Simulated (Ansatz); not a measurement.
# Relaxing a structure of CoPdO$_{2}$

The relaxed structure here is a generated cell of CoPdO2: the first start was made by placing the elements on the sites of a structure type, and the end was not matched to a known phase here, so it may be hypothetical.

The start is a generated cell, CoPdO2 built in the AFLOW prototype A2BC_oC8_38_e_a_b (as in CeNiC2). Cell shape, volume and atoms are optimised at zero target pressure with PBEsol (plane waves to 420 eV, PAW, scalar-relativistic; Ansatz, a quantum-chemistry and plane-wave program). The first steps use a coarse 6×7×7 k-mesh.

The start:
```
CELL_PARAMETERS angstrom
      3.67780     0.00000     0.00000
      0.00000     2.16018     2.92421
      0.00000    -2.16018     2.92421
ATOMIC_POSITIONS crystal
  O  0.50000 0.55360 0.86360
  O  0.50000 0.86360 0.55360
  Co 0.00000 0.00000 0.00000
  Pd 0.50000 0.38560 0.38560
```
Spin-polarised start, with parallel moments on Co.

Q: How do the shortest distances between atoms change?

A: The closest pairs of elements (up to four, under 3.6 Å), start → end: O–O 1.34 → 2.36 Å; O–Pd 1.81 → 2.03 Å; Co–O 2.60 → 1.83 Å; Co–Pd 2.91 → 2.62 Å.

Q: What band gap does the relaxed structure have at this level?

A: Zero (metallic).

Q: What does it relax into? Give the structure.

A: 
```cif
data_Co2O4Pd2
_chemical_formula_sum 'O4 Co2 Pd2'
_space_group_name_H-M_alt 'Amm2'
_space_group_IT_number 38
_space_group_name_Hall 'A 2 -2'
_cell_length_a 2.76099
_cell_length_b 5.37902
_cell_length_c 6.69139
_cell_angle_alpha 90.000
_cell_angle_beta 90.000
_cell_angle_gamma 90.000
loop_
_space_group_symop_operation_xyz
  'x, y, z'
  '-x, -y, z'
  '-x, y, z'
  'x, -y, z'
  'x, y+1/2, z+1/2'
  '-x, -y+1/2, z+1/2'
  '-x, y+1/2, z+1/2'
  'x, -y+1/2, z+1/2'
loop_
_atom_site_label
_atom_site_type_symbol
_atom_site_symmetry_multiplicity
_atom_site_Wyckoff_symbol
_atom_site_fract_x
_atom_site_fract_y
_atom_site_fract_z
_atom_site_occupancy
O1 O 4 e 0.50000 0.28021 0.36475 1
Co1 Co 2 a 0.00000 0.00000 0.90048 1
Pd1 Pd 2 b 0.50000 0.50000 0.06723 1
```
(The calculation used a cell of 4 atoms; values per cell refer to that cell.)

The space group stays Amm2 (No. 38) (the run could not lower it), with 4 atoms in the primitive magnetic cell. Final values are on a 17×11×11 k-mesh of the relaxed cell. Spin state reached: ferromagnetic (net 0.26 μB/atom), from parallel starting moments; other spin orders were not run from this start. No Hubbard U is applied. A magnetic insulating state can be missed without it.

The run could not lower the symmetry of its start; a shaken copy of this end point relaxes with PBEsol to Amm2 (No. 38), 0.08 eV/atom lower.
